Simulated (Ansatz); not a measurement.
GeAs:
```yaml
crystal:
  lattice:
    - [-1.84085, 1.84085, 2.94108]
    - [1.84085, -1.84085, 2.94108]
    - [1.84085, 1.84085, -2.94108]
  atoms:
    - { symbol: Ge, position: [0.99472, 0.99472, 0.00000] }
    - { symbol: As, position: [0.41928, 0.41928, 0.00000] }
```

This is the PBEsol-relaxed structure.

### Question
All from PBEsol (plane waves, PAW; program Ansatz), unless another level is named. Give the electronic character.

### Answer
metallic (no gap).

### Question
What about the density of states at the Fermi level?

### Answer
0.26 states/eV per atom (mean over ±0.08 eV).

### Question
What about the formation energy from the elements (no fitted shifts)?

### Answer
0.022 eV/atom.

### Question
What about the gap with spin–orbit coupling?

### Answer
none (metallic).

Space group I4mm. The first step of the workflow began from a Materials Project structure, measured or hypothetical; the Crystallography Open Database copy checked does not list it. Its standing as an ambient phase is unchecked. The PBEsol relaxation kept the symmetry of its start; its stability against distortions is not shown here. The references are the lowest solids computed at this level, not always the standard phases. Scalar-relativistic: spin–orbit coupling is off unless named, which matters more the heavier the elements.

Potentials: the later of the program's two PAW sets.
